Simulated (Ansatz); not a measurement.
NaCl:
```
CELL_PARAMETERS angstrom
      3.85714     0.00000     0.00000
     -1.92857     3.34038     0.00000
      0.00000     0.00000     6.98530
ATOMIC_POSITIONS crystal
  Na 0.66667 0.33333 0.25000
  Na 0.33333 0.66667 0.75000
  Cl 0.00000 0.00000 0.00000
  Cl 0.00000 0.00000 0.50000
```

Relaxed with PBEsol. Special points in fractions of this cell's reciprocal vectors: Γ (0.000, 0.000, 0.000); M (0.500, 0.000, 0.000); K (0.333, 0.333, 0.000); A (0.000, 0.000, 0.500); L (0.500, 0.000, 0.500); H (0.333, 0.333, 0.500).

Question: List the band energies nearest the valence-band maximum at these points for plane-wave PAW PBEsol (Ansatz code).

Answer: In eV from the valence-band maximum; about four levels below and three above (degenerate sets whole), none deeper than 8.9 eV; points with the same levels are listed once.

| k | below | above |
|---|---|---|
| Γ | -0.44 -0.44 -0.20 -0.17 -0.17 | 4.38 7.38 8.67 |
| M | -1.74 -0.80 -0.54 -0.02 | 6.02 7.03 8.74 |
| K | -1.81 -1.81 -1.31 -1.31 0.00 | 7.20 7.20 9.00 9.00 |
| A | -0.31 -0.31 -0.31 -0.31 | 5.69 5.69 9.78 9.78 |
| L | -1.14 -1.14 -0.68 -0.68 | 7.12 7.12 8.05 8.05 |
| H | -1.55 -1.55 -1.08 -1.08 | 7.68 7.68 8.87 8.87 |

Space group P6_3/mmc (NiAs type). The workflow started from a Materials Project entry (that database holds measured and hypothetical structures alike); the Crystallography Open Database copy checked does not list it. It is not the phase usual at ambient conditions (space group No. 225). The PBEsol relaxation kept the symmetry of its start; phonons on a q-mesh show no instability.

Potentials: the later of the program's two PAW sets.
